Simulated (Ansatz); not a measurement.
The start is a relaxed Ge cell, doubled along one cell vector, shaken by Gaussian noise of σ = 0.08 Å a coordinate. The structure is fully relaxed (lattice and positions, P = 0) with PBEsol (plane waves to 420 eV, PAW, scalar-relativistic; Ansatz, a program for electronic structure). The first steps use a coarse 7×7×2 k-mesh.

Starting cell:
```
Ge
1.0
    3.99832     0.00000     0.00000
   -1.99916     3.46264     0.00000
    0.00000     0.00000    13.18565
Ge
8
Direct
  0.36763   0.68537   0.03187
  0.35027   0.64609   0.54030
  0.68079   0.34109   0.28139
  0.69745   0.36967   0.78423
  0.65069   0.29982   0.46292
  0.75567   0.42546   0.96601
  0.31041   0.67095   0.22111
  0.34569   0.68268   0.71327
```

Problem. Which atoms feel the largest initial force, and how large is it?

Solution. About 2.6 eV/Å, on Ge2 (atoms numbered as listed).

Problem. How much energy is released per atom?

Solution. 0.10 eV/atom.

Problem. Is the parent structure recovered?

Solution. The parent structure is recovered, P6₃/mmc (No. 194).

Problem. How do the shortest distances between atoms change?

Solution. The closest pairs of elements (up to four, under 3.6 Å), start → end: Ge–Ge 2.29 → 2.45 Å.

Problem. What band gap does the relaxed structure have at this level?

Solution. No gap on the sampled points, where the bands overlap only slightly; such a result is sensitive to mesh and level.

Final structure:

Space group P6₃/mmc (No. 194); a = b = 3.9983 Å, c = 6.5927 Å, α = β = 90.00°, γ = 120.00°

```csv
atom,site,symmetry,x,y,z
Ge,4f,3m.,0.6667,0.3333,0.0628
```

Final values are on a 10×10×5 k-mesh of the relaxed cell. No spin polarisation in the result.

The relaxed structure here is a generated cell of Ge: the first start was made by placing the elements on the sites of a structure type, and the end was not matched to a known phase here, so it may be hypothetical. Known forms of Ge include space group No. 227.
